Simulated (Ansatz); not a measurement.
## CrTe2: pressure against volume

CrTe2, P-3m1, a = 3.748 Å, c = 5.986 Å. The structure is a Materials Project entry; whether it is the stable form wasn't checked. Ansatz: PBEsol, PAW, 420 eV, Γ-centred 12×12×8 mesh on 3 atoms, Gaussian smearing 0.10 eV; collinear spin, largest moment 2.6 μB. Shape and atoms are relaxed at each volume; pressure is positive in compression.

```
V (Å³/atom) P (GPa)
     22.821     3.26
     23.549     1.44
     24.277     0.01
     25.006    -1.15
     25.734        ?
```

Task: Take V0 = 24.277 Å³/atom, count pressures from its P0 = 0.01 GPa, fit the third-order Birch–Murnaghan form to the other rows, and predict the missing pressure.

Result: With the Eulerian strain f = ½[(V0/V)^(2/3) − 1] and y = (P − P0)/[3f(1 + 2f)^(5/2)], the form is the line y = B0 + 1.5 B0 (B0′ − 4) f. Rows (f, y): 0.02105, 46.4; 0.01025, 44.2; -0.00977, 41.6. Means f = 0.007177, y = 44.067; Σ(Δf)² = 0.0004891, ΣΔfΔy = 0.07458; the slope is their ratio. y = 42.97 + 152.5 f GPa, so B0 = 43.0 GPa and B0′ = 4 + 2 × (152.5)/(3 × 42.97) = 6.37. At V = 25.734, f = -0.01906, y = 40.06 and P = -2.07 GPa. The run gave -1.99 GPa, so the fit is 0.08 GPa too low, 1.5 % of the span of the series, against an rms of 0.01 GPa on the fitted rows. The row lies outside the fitted range. The records show no cause, and too few rows are left to test a further term.

The cell holds one magnetic atom, so it can only be ferromagnetic; an antiferromagnetic order may lie lower.